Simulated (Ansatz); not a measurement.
Relaxed Zr (hcp, Mg type):

```
CELL_PARAMETERS angstrom
      6.46252     0.00000     0.00000
     -1.61563     2.79835     0.00000
      0.00000     0.00000     5.17316
ATOMIC_POSITIONS crystal
  Zr 0.16667 0.66667 0.75000
  Zr 0.66667 0.66667 0.75000
  Zr 0.33333 0.33333 0.25000
  Zr 0.83333 0.33333 0.25000
```

A phonon eigenvector at M = (0.5, 0.0, 0.0) is frozen into this cell: atom i moves by Q times the vector below, so Q is the largest atomic displacement, in Å. The cell is held. (q is in reciprocal vectors of the primitive cell; the cell shown is doubled to hold the pattern.)

| atom | x | y | z |
|---|---|---|---|
| Zr1 | 0.000 | 0.000 | 1.000 |
| Zr2 | 0.000 | 0.000 | -1.000 |
| Zr3 | 0.000 | 0.000 | 1.000 |
| Zr4 | 0.000 | 0.000 | -1.000 |

These are PBE (plane waves to 420 eV, PAW, scalar-relativistic; Ansatz, a quantum-chemistry and plane-wave program) values and carry that method's errors. k mesh 17×17×9 (Γ-centred), Fermi-Dirac smearing 0.05 eV. Energies are smeared free energies. With partly filled bands, energies and forces of such displacements shift with the k mesh and the smearing. Zr is run without spin polarisation. Zr was relaxed with its symmetry unable to fall. ΔE is measured from the undisplaced structure.

**Question.** Predict the ΔE (meV/cell) at Q (Å) = -0.180, -0.150, -0.030, 0.060, 0.150.

**Answer.** 
| Q (Å) | ΔE (meV/cell) |
|---|---|
| -0.180 | 146 |
| -0.150 | 98 |
| -0.030 | 4 |
| 0.060 | 15 |
| 0.150 | 98 |

(A displaced cell: forces are minus the slopes of the energy, force constants its curvatures, and phonons follow from these.)
